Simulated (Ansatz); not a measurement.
Data sheet: Ni₇Ge₄ (DFT)

Ni₇Ge₄:
```xyz
11
Lattice="3.9301 0.0000 0.0000 -1.9650 3.4035 0.0000 0.0000 0.0000 9.8751" Properties=species:S:1:pos:R:3 pbc="T T T"
Ni     0.0000     0.0000     3.6887
Ni     0.0000     0.0000     6.1864
Ni     0.0000     0.0000     8.6749
Ni     0.0000     0.0000     1.2002
Ni     1.9650     1.1345     4.9375
Ni     0.0000     2.2690     2.4242
Ni     0.0000     2.2690     7.4508
Ge     1.9650     1.1345     2.3850
Ge     1.9650     1.1345     7.4901
Ge     0.0000     2.2690     0.0000
Ge     0.0000     2.2690     4.9375
```

Space group P-6m2 (No. 187); conventional cell a = 3.930 Å, b = 3.930 Å, c = 9.875 Å, α = 90.00°, β = 90.00°, γ = 120.00°.

Method: DFT-PBEsol in the program Ansatz with PAW potentials. Geometry: relaxed at this level of theory. Other levels are named where they apply.

### Cell and energy

```
Item                                                                Result
-----------------------------------------------------  -------------------
Volume per atom                                                   12.01 Å³
Density                                                         8.82 g/cm³
Formation energy from the elements (no fitted shifts)  -31 kJ/mol of atoms
```

### Electronic structure

```
Item                                                                        Result
------------------------------------  --------------------------------------------
Electronic character                                             metallic (no gap)
Density of states at the Fermi level  0.67 states/eV per atom (mean over ±0.08 eV)
Gap with spin–orbit coupling                                       none (metallic)
```

### Mechanics

```
Property                                                                                      Result
--------------------------------------------  ------------------------------------------------------
Bulk modulus (Birch–Murnaghan fit)                                                           183 GPa
Pressure derivative B′                                                                           4.9
Elastic constants (relaxed ions, GPa)         C11 = 294, C12 = 190, C13 = 100, C33 = 303, C44 = 41.6
Mechanical stability                                          stable (all eigenvalues of C positive)
Hill bulk and shear moduli                                                          185 and 56.5 GPa
Young's modulus                                                                              154 GPa
Poisson's ratio                                                                                 0.36
Debye temperature from the elastic constants                                                   371 K
```

### Phonons

```
Item                                            Value
-----------------------------  ----------------------
Highest zone-centre frequency                317 cm⁻¹
Zone-centre stability          no imaginary mode at Γ
```

The workflow started from a Materials Project entry (that database holds measured and hypothetical structures alike); the Crystallography Open Database copy checked does not list it. Whether it is the stable phase at ambient conditions was not checked. Symmetry was held in the PBEsol relaxation. The run is not spin-polarised. As this level gives no gap, shear constants depend on the k-mesh and smearing (Fermi–Dirac, 0.1 eV here). As this level gives no gap, phonon frequencies hold no LO–TO term and depend on the k-mesh and smearing (Fermi–Dirac, 0.1 eV here). The references are the lowest solids computed at this level, not always the standard phases. Scalar-relativistic: spin–orbit coupling is off unless named, which matters more the heavier the elements.

Potentials: the later of the program's two PAW sets.
